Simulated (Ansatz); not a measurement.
Relaxed-ion elastic tensor of Al2Cu (fluorite or antifluorite type, Fm-3m) in GPa (Voigt order), plane-wave PAW LDA (Ansatz code); density 4.28 g/cm³, 15.19 Å³ per atom.

```csv
,1,2,3,4,5,6
1,185,74.5,74.5,0.0,0.0,0.0
2,74.5,185,74.5,0.0,0.0,0.0
3,74.5,74.5,185,0.0,0.0,0.0
4,0.0,0.0,0.0,70.4,0.0,0.0
5,0.0,0.0,0.0,0.0,70.4,0.0
6,0.0,0.0,0.0,0.0,0.0,70.4
```

**Question.** Is the crystal mechanically stable?

**Answer.** Yes: the smallest eigenvalue of C is 70.4 GPa.

**Question.** Work out the Voigt, Reuss and Hill averages.

**Answer.** K_V = 111, K_R = 111, K_H = 111; G_V = 64.3, G_R = 63.4, G_H = 63.9 GPa.

**Question.** Give Young's modulus, Poisson's ratio, Pugh's ratio and the universal anisotropy index.

**Answer.** E = 9KG/(3K + G) = 161 GPa; ν = 0.26; K/G = 1.74 (near the Pugh limit of 1.75, no verdict); A_U = 5G_V/G_R + K_V/K_R − 6 = 0.07.

**Question.** Estimate the sound speeds and the Debye temperature.

**Answer.** v_l = √((K + 4G/3)/ρ) = 6770 m/s, v_t = √(G/ρ) = 3860 m/s, mean 4290 m/s; Θ = (h/k)(3n/4πV)^(1/3) v_m = 516 K.

**Question.** Give the Zener ratio and Young's modulus along [100], [110] and [111].

**Answer.** A = 2C44/(C11 − C12) = 1.27; 1/E = S11 − 2(S11 − S12 − S44/2)Γ with Γ = 0, 1/4, 1/3 gives 142, 165, 174 GPa.

**Question.** Solve the Christoffel equation for the three sound speeds along [100], [110], [111].

**Answer.** Eigenvalues of C_ijkl n_j n_l equal ρv². In km/s, slowest first: [100] 4.05, 4.05, 6.57; [110] 3.59, 4.05, 6.84; [111] 3.75, 3.75, 6.92.

The workflow started from a Materials Project entry (that database holds measured and hypothetical structures alike); the Crystallography Open Database copy checked does not list it. It is not the phase usual at ambient conditions (space group No. 140). The LDA relaxation kept the symmetry of its start; of distortions, only those at the zone centre were tested. No spin polarisation was allowed. As this level gives no gap, shear constants depend on the k-mesh and smearing (Fermi–Dirac, 0.1 eV here).

Potentials: the later of the program's two PAW sets.
